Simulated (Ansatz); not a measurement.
Ga2Mo:
```yaml
crystal:
  lattice:
    - [0.00000, 4.13759, 4.38408]
    - [2.46682, 0.00000, 4.38408]
    - [2.46682, 4.13759, 0.00000]
  atoms:
    - { symbol: Ga, position: [0.08293, 0.41707, 0.08293] }
    - { symbol: Ga, position: [0.41707, 0.08293, 0.41707] }
    - { symbol: Ga, position: [0.16707, 0.83293, 0.16707] }
    - { symbol: Ga, position: [0.83293, 0.16707, 0.83293] }
    - { symbol: Mo, position: [0.75000, 0.75000, 0.75000] }
    - { symbol: Mo, position: [0.50000, 0.50000, 0.50000] }
```

Relaxed with PBEsol. Special points in fractions of this cell's reciprocal vectors: Γ (0.000, 0.000, 0.000); Y (0.500, 0.000, 0.500); T (1.000, 0.500, 0.500); Z (0.500, 0.500, 0.000); Σ0 (0.000, 0.418, 0.418); U0 (1.000, 0.582, 0.582); C0 (0.500, 0.240, 0.740); A0 (0.500, 0.760, 0.260); L (0.500, 0.500, 0.500).

List the band energies nearest the Fermi level at these points for DFT-PBEsol in the program Ansatz with PAW potentials.

In eV from the Fermi level; about four levels below and three above (degenerate sets whole), none deeper than 8.9 eV; points with the same levels are listed once.

```tsv
k	below	above
Γ	-1.68 -1.60 -0.66 -0.33	0.65 1.09 3.56
Y	-1.54 -1.54 -0.88 -0.88	0.88 0.88 3.57 3.57
T	-1.20 -1.20 -0.73 -0.73	0.69 0.69 2.29 2.29
Z	-1.60 -1.60 -0.26 -0.26	0.57 0.57 4.04 4.04
Σ0	-0.99 -0.81 -0.43 -0.39	0.49 0.64 2.24
C0	-1.42 -1.42 -0.54 -0.54	1.14 1.14 3.08 3.08
L	-1.34 -0.87 -0.64 -0.23	0.97 1.25 2.25
```

Space group Fddd. The start of the workflow was typed in or built on a structure type; neither database checked (COD, Materials Project) lists it. Its standing as an ambient phase is unchecked. The cell was relaxed with PBEsol under the symmetry of its start; whether a distortion lowers the energy is not shown. No spin polarisation was allowed. Scalar-relativistic: spin–orbit coupling is off unless named, which matters more the heavier the elements.

Potentials: the earlier of the program's two PAW sets. The files were generated under PBE; for other functionals the program regenerates the frozen cores, and for LDA and PBEsol the local potential too.
